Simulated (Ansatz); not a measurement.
Starting structure, F put at a top Ag site (Ag, P6_3/mmc (No. 194), (0 0 1) face):

```yaml
crystal:
  lattice:
    - [2.90370, 0.00000, 0.00000]
    - [-1.45185, 2.51467, 0.00000]
    - [0.00000, 0.00000, 26.12177]
  atoms:
    - { symbol: Ag, position: [0.66667, 0.33333, 0.32540] }
    - { symbol: Ag, position: [0.33333, 0.66667, 0.41628] }
    - { symbol: Ag, position: [0.66667, 0.33333, 0.50590] }
    - { symbol: Ag, position: [0.33333, 0.66667, 0.59603] }
    - { symbol: F, position: [0.33333, 0.66667, 0.67336] }
```

Level of theory: Ansatz 0.2.0, DFT r2SCAN, scalar-relativistic, plane waves, PAW. Plane waves to 500 eV, a k mesh through Γ of 12×12×1 on the computed 5-atom cell and Gaussian smearing (0.10 eV); no spin polarisation. The cell repeats along c with a dipole correction in the vacuum.

Atoms 1, 2 (counted from 1) are held. The cell is fixed. Force threshold 0.03 eV/Å.

```tsv
step	E − E_final (eV)	largest force (eV/Å)
1	0.023	0.668
2	0.006	0.419
3	0.000	0.016
4	0.000	0.017
```

**Question.** What is the final structure?

**Answer.**
```
CELL_PARAMETERS angstrom
2.90370 0.00000 0.00000
-1.45185 2.51467 0.00000
0.00000 0.00000 26.12177
ATOMIC_POSITIONS crystal
Ag 0.66667 0.33333 0.32540
Ag 0.33333 0.66667 0.41628
Ag 0.66667 0.33333 0.50674
Ag 0.33333 0.66667 0.59515
F 0.33333 0.66667 0.67033
```

The end is the local minimum or symmetric point that this start leads to. The slab is only 7.1 Å thick, so the energy isn't converged with thickness.

Spin polarisation was left out, and a magnetic state may lie lower.

The reference crystal is a form of Ag, which isn't its usual structure.

Cost: 1 run of about 2.6 core-minutes, on Intel Xeon Platinum 8488C (Sapphire Rapids) (shared hosts).